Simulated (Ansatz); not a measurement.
ZrO2:
```yaml
crystal:
  lattice:
    - [3.60107, 0.00000, 0.00000]
    - [0.00000, 3.60107, 0.00000]
    - [0.00000, 0.00000, 5.22998]
  atoms:
    - { symbol: Zr, position: [0.00000, 0.00000, 0.00000] }
    - { symbol: Zr, position: [0.50000, 0.50000, 0.50000] }
    - { symbol: O, position: [0.00000, 0.50000, 0.30363] }
    - { symbol: O, position: [0.00000, 0.50000, 0.80363] }
    - { symbol: O, position: [0.50000, 0.00000, 0.19637] }
    - { symbol: O, position: [0.50000, 0.00000, 0.69637] }
```

Relaxed with r²SCAN.

Map the electron localisation function on the plane through (0.000, 0.000, 0.000) spanned by u = [1, 0, 0] and v = [0, 0, 1] in lattice vectors, from plane-wave PAW r²SCAN (Ansatz code).

x is the fraction of u, y of v (the angle between them is 90°; rows are the nearest grid lines); atoms in the plane: Zr at (0.00, 0.00), O at (0.50, 0.20), O at (0.50, 0.70).
```
|0279721234321279720|
|2599820000000289952|
|7899710011100179987|
|9998301355531038999|
|3310158999998510133|
|0000389998999830000|
|0002699964699962000|
|0003799852589973000|
|0013799965699973100|
|0003689998999863000|
|0002578999998752000|
|0001356788876531000|
|0000000000000000000|
|0000000011100000000|
|0000013455543100000|
|0000246899986420000|
|0001378999998731000|
|0001589998999851000|
|0001589964699851000|
|3211389852589831123|
|9985249998999425899|
|7898426999996248987|
|2489622688862269842|
|0279721234321279720|
```
Scale: ten equal steps from 0.013 (start of '0') to 0.839 (end of '9'), in the order '0123456789'; x runs from 0.000 to 1.00, y from 0.000 (bottom) to 1.00 (top).

The density is the valence pseudo-density with augmentation charge, so density and ELF within about 1 Å of a nucleus are not all-electron values.

Space group P4_2/nmc. This is a known high-temperature phase of the composition, computed here at zero pressure and temperature. The r²SCAN relaxation kept the symmetry of its start; its stability against distortions is not shown here. No spin polarisation was allowed.

Potentials: the earlier of the program's two PAW sets.
